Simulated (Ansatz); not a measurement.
A distorted cell of Sn (diamond):

```
CELL_PARAMETERS angstrom
      0.00000     3.32768     3.32768
      3.32768     0.00000     3.32768
      3.32768     3.32768     0.00000
ATOMIC_POSITIONS crystal
  Sn 0.21770 0.21770 0.37368
  Sn 0.00000 0.00000 0.00000
```

All values below come from PBE (plane waves to 420 eV, PAW, scalar-relativistic; Ansatz, an electronic-structure program). k mesh 10×10×10 (Γ-centred), Fermi-Dirac smearing 0.05 eV. E stands for the smeared free energy. Stress and pressure are positive under compression. With partly filled bands, energies and forces of such displacements shift with the k mesh and the smearing. Sn was relaxed with its symmetry unable to fall. The relaxed volume of Sn is well above the measured one; the method has no dispersion term.

Question: What forces act on the atoms (eV/Å, Cartesian)?

Answer: 
```csv
atom,Fx,Fy,Fz
Sn1,-3.434,-3.434,3.351
Sn2,3.434,3.434,-3.351
```

Question: Give the stress tensor in GPa and the pressure.

Answer: 
```
    4.7      7.5     -8.4
    7.5      4.7     -8.4
   -8.4     -8.4      6.0
```
The pressure, a third of the trace, is 5.1 GPa.

Question: In it atom 1 sits (0.304, 0.304, -0.215) Å away from its relaxed site. What is its energy relative to the relaxed cell?

Answer: 1157 meV/cell.

(For displaced atoms, the force is minus the slope of the energy, and its curvature is a force constant, which sets phonon frequencies.)
